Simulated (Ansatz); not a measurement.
Consider the following.

La2Ga9Ru3:
Space group Cmcm (No. 63); a = 12.9260 Å, b = 7.6512 Å, c = 9.9470 Å, α = β = γ = 90.00°

| atom | site | symmetry | x | y | z |
|---|---|---|---|---|---|
| La | 8g | ..m | 0.1622 | 0.1632 | 0.2500 |
| Ga | 4c | m2m | 0.0000 | 0.1399 | 0.7500 |
| Ga | 16h | 1 | 0.3386 | 0.3232 | 0.0700 |
| Ga | 8f | m.. | 0.0000 | 0.3426 | 0.0547 |
| Ga | 8g | ..m | 0.3960 | 0.0569 | 0.2500 |
| Ru | 8e | 2.. | 0.3245 | 0.0000 | 0.0000 |
| Ru | 4a | 2/m.. | 0.0000 | 0.0000 | 0.0000 |
(The calculation used a cell of 28 atoms; values per cell refer to that cell.)

This is the r²SCAN-relaxed structure.

Question: All from DFT-r²SCAN in the program Ansatz with PAW potentials, unless another level is named. Give the density of states at the Fermi level.

Answer: 0.48 states/eV per atom (mean over ±0.08 eV).

Question: Give the formation energy from the elements (no fitted shifts).

Answer: -0.57 eV/atom.

The first step of the workflow began from a Materials Project structure, measured or hypothetical; the Crystallography Open Database copy checked does not list it. Whether it is the stable phase at ambient conditions was not checked. The cell was relaxed with r²SCAN under the symmetry of its start; its stability against distortions is not shown here. No spin polarisation was allowed. Axis ratios of metals converge slowly with the k-mesh, so a and c are less sure than the volume. The references are the lowest solids computed at this level, not always the standard phases. Spin–orbit coupling is left out wherever it is not named.

Potentials: the later of the program's two PAW sets.
